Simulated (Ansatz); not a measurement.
## Cost of a DFT run on Si3N4

```yaml
crystal:
  lattice:
    - [7.6015, 0.0, 0.0]
    - [-3.80075, 6.5830921069, 0.0]
    - [0.0, 0.0, 2.9061]
  atoms:
    - { symbol: Si, position: [0.7679630651, 0.1740808065, 0.25] }
    - { symbol: Si, position: [0.5938822586, 0.7679630651, 0.75] }
    - { symbol: Si, position: [0.8259191935, 0.5938822586, 0.25] }
    - { symbol: Si, position: [0.2320369349, 0.8259191935, 0.75] }
    - { symbol: Si, position: [0.4061177414, 0.2320369349, 0.25] }
    - { symbol: Si, position: [0.1740808065, 0.4061177414, 0.75] }
    - { symbol: "N", position: [0.0299560717, 0.3298971709, 0.25] }
    - { symbol: "N", position: [0.7000589008, 0.0299560717, 0.75] }
    - { symbol: "N", position: [0.6701028291, 0.7000589008, 0.25] }
    - { symbol: "N", position: [0.9700439283, 0.6701028291, 0.75] }
    - { symbol: "N", position: [0.2999410992, 0.9700439283, 0.25] }
    - { symbol: "N", position: [0.3298971709, 0.2999410992, 0.75] }
    - { symbol: "N", position: [0.6666666667, 0.3333333333, 0.25] }
    - { symbol: "N", position: [0.3333333333, 0.6666666667, 0.75] }
kpoints:
  mp_grid: { grid: [4, 4, 10] }
scf:
  occupations: { method: fermi_dirac, width: 0.02 }
hamiltonian:
  xc: r2scan
  pseudopotentials: { kind: paw }
output:
  forces: true
  stress: true
  populations: true
  efg:
    quadrupole_moments_barn: { "N": 0.02044 }
    contact_densities: true
```

```sh
ansatz run input.yaml --threads 1 --pin off --max-ram 2560MiB --backend cpu --events-out ev --progress --plain --runs-dir out
```

It runs on 1 thread of Arm Neoverse V2 (aarch64; 8 cores open to the job, memory cap 2.5 GiB, no GPU), a shared host with a load of 0.8 a core.

Q: How much time and memory should be set aside?

A: About 27 s of wall time (27 s of CPU time) and 0.82 GiB. The run holds 64 valence electrons in 46 bands, about 3671 plane waves a k-point and 24 irreducible k-points, and took 7 SCF iterations. Times on a shared host vary by tens of per cent.
